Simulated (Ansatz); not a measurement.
AlV2C:
```xyz
8
Lattice="2.8867 0.0000 0.0000 -1.4434 2.5000 0.0000 0.0000 0.0000 13.1119" Properties=species:S:1:pos:R:3 pbc="T T T"
Al     0.0000     1.6666     9.8339
Al     1.4434     0.8333     3.2780
V      0.0000     1.6666     1.1207
V      1.4434     0.8333     7.6767
V      1.4434     0.8333    11.9911
V      0.0000     1.6666     5.4352
C      0.0000     0.0000     0.0000
C      0.0000     0.0000     6.5559
```

This is the r²SCAN-relaxed structure.

**Question.** All from r²SCAN in the plane-wave PAW code Ansatz, unless another level is named. Estimate the electronic character.

**Answer.** metallic (no gap).

**Question.** Next, the density of states at the Fermi level?

**Answer.** 0.64 states/eV per atom (mean over ±0.08 eV).

**Question.** Predict the formation energy from the elements (no fitted shifts).

**Answer.** -590 meV/atom.

Space group P6_3/mmc. Symmetry was held in the r²SCAN relaxation. The workflow began spin-polarised and lost its moments. The references are the lowest solids computed at this level, not always the standard phases.

Potentials: the later of the program's two PAW sets.
